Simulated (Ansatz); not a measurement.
## BaTiO3: field gradients against cell size

Reference cell: a structure deposited in the COD, its atoms then relaxed with PBE in this cell.

```
Ba Ti O
1.0
     3.99980    0.00000    0.00000
     0.00000    3.99980    0.00000
     0.00000    0.00000    4.01800
Ba Ti O
1 1 3
Direct
  0.00000 0.00000 0.99703
  0.50000 0.50000 0.48265
  0.50000 0.50000 0.02227
  0.50000 0.00000 0.51302
  0.00000 0.50000 0.51302
```

Atoms are numbered from 1 in the order listed; like atoms form one site, named after its first atom.

Level of theory: DFT, PBE, plane waves and PAW, scalar-relativistic, 420 eV cutoff, Γ-centred 8×8×8 k-points, Fermi–Dirac smearing 0.02 eV (Ansatz 0.2.0).

The cell is scaled uniformly, and the ions relax again at each size.

V_zz in 10²¹ V/m²:

| V/V₀ | Ba V_zz (η) | Ti V_zz (η) | O3 V_zz (η) | O4 V_zz (η) |
| --- | --- | --- | --- | --- |
| 0.94 | -0.055 (0.00) | 0.35 (0.00) | 1.97 (0.00) | 2.04 (0.05) |
| 0.96 | -0.26 (0.00) | 0.19 (0.00) | 1.83 (0.00) | 2.32 (0.00) |
| 1.00 | -0.69 (0.00) | -0.10 (0.00) | 1.59 (0.00) | 2.80 (0.05) |
| 1.04 | -1.13 (0.00) | -0.42 (0.00) | 1.31 (0.00) | 3.21 (0.08) |
| 1.06 | -1.33 (0.00) | -0.60 (0.00) | 1.16 (0.00) | 3.40 (0.09) |

Problem. One more run gives Ba -0.91 (0.00), Ti -0.26 (0.00), O3 1.46 (0.00), O4 3.01 (0.06). At which V/V₀ was it made?

Solution. V/V₀ = 1.02. O4 changes steadily, and interpolating it between the rows gives 1.020. Logarithmic slopes d ln|V_zz|/d ln V over the series, for the sites that change steadily: Ba 23.6, O3 -4.3, O4 4.2. Point charges on a uniformly scaled lattice would give −1; atoms that shift within the cell as it changes, and charge that moves in the bonds, make the difference. Slopes far above 3 in size belong to small values that are left over from large contributions.

At this cell the principal stresses reach 5 GPa in size with PBE, which can matter for small gradients. Without spin–orbit coupling (the program notes it for Ba) the gradients are little affected as a rule: paired runs on crystals with a gap mostly move them by under 2 % at such atoms.
